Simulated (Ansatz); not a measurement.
NbNF$_{2}$ in space group P4/mmm (No. 123; Nb on 1a, N on 1b, F on 2f), a = 4.080 Å, b = 4.080 Å, c = 3.855 Å, α = 90.00°, β = 90.00°, γ = 90.00°.

Relaxed with PBEsol.

Question: Which orbitals make up the states near the Fermi level in plane-wave PAW PBEsol (Ansatz code)?

Answer: Within 0.5 eV of the Fermi level: Nb 4d 57 %, N 2p 36 %. Projections are on Löwdin-orthogonalised atomic valence shells; empty p or d shells of many metals are not among them.

Question: Tabulate the density of states.

Answer: States/eV per cell of 4 atoms, in 0.25 eV bins, energy from the Fermi level.

```
E (eV)  total  F 2p  Nb 4d  N 2p
------  -----  ----  -----  ----
-7.85    1.33  1.13   0.13  0.00
-7.60    2.28  1.91   0.30  0.00
-7.35    2.56  2.22   0.27  0.01
-7.10    3.74  3.30   0.31  0.04
-6.85    5.15  4.27   0.65  0.16
-6.60    4.58  3.77   0.64  0.14
-6.35    5.96  5.25   0.57  0.11
-6.10    7.53  7.18   0.21  0.07
-5.85    4.39  4.31   0.05  0.01
-5.60    1.76  1.74   0.00  0.00
-5.35    1.01  0.38   0.21  0.37
-5.10    0.66  0.02   0.20  0.37
-4.85    0.44  0.01   0.12  0.25
-4.60    0.38  0.01   0.10  0.22
-4.35    0.31  0.01   0.08  0.18
-4.10    0.31  0.01   0.07  0.19
-3.85    0.30  0.01   0.07  0.18
-3.60    0.27  0.01   0.06  0.17
-3.35    0.27  0.01   0.05  0.17
-3.10    1.05  0.03   0.44  0.54
-2.85    1.34  0.07   0.53  0.68
-2.60    1.54  0.14   0.58  0.77
-2.35    1.83  0.23   0.63  0.93
-2.10    2.77  0.48   0.82  1.40
-1.85    2.89  0.41   0.75  1.64
-1.60    2.03  0.17   0.46  1.34
-1.35    2.38  0.10   0.34  1.87
-1.10    1.72  0.04   0.18  1.43
-0.85    1.01  0.01   0.10  0.85
-0.60    0.46  0.01   0.03  0.39
-0.35    0.43  0.00   0.02  0.36
-0.10    1.09  0.01   0.40  0.62
0.15     0.89  0.03   0.65  0.19
0.40     1.04  0.06   0.92  0.05
0.65     1.48  0.11   1.25  0.09
0.90     1.97  0.21   1.62  0.09
1.15     2.42  0.30   1.93  0.12
1.40     2.28  0.29   1.73  0.17
1.65     1.75  0.22   1.24  0.20
1.90     1.39  0.16   0.92  0.22
2.15     0.90  0.04   0.55  0.24
2.40     1.11  0.04   0.71  0.24
2.65     1.26  0.04   0.78  0.26
2.90     1.63  0.06   0.99  0.30
3.15     1.75  0.08   1.06  0.29
3.40     1.83  0.09   1.07  0.32
3.65     1.64  0.09   0.88  0.37
3.90     1.57  0.09   0.80  0.38
4.15     1.69  0.09   0.82  0.46
4.40     1.90  0.10   0.88  0.56
4.65     2.84  0.12   1.25  1.02
4.90     1.05  0.11   0.50  0.16
```

The start of the workflow was typed in or built on a structure type; neither database checked (COD, Materials Project) lists it. Whether it is the stable phase at ambient conditions was not checked. The PBEsol relaxation kept the symmetry of its start; its stability against distortions is not shown here. The workflow began spin-polarised and lost its moments. The cell computed holds one magnetic atom, so no antiferromagnetic order was within reach. Spin–orbit coupling is left out wherever it is not named.

Potentials: the earlier of the program's two PAW sets. The files were generated under PBE; for other functionals the program regenerates the frozen cores, and for LDA and PBEsol the local potential too.
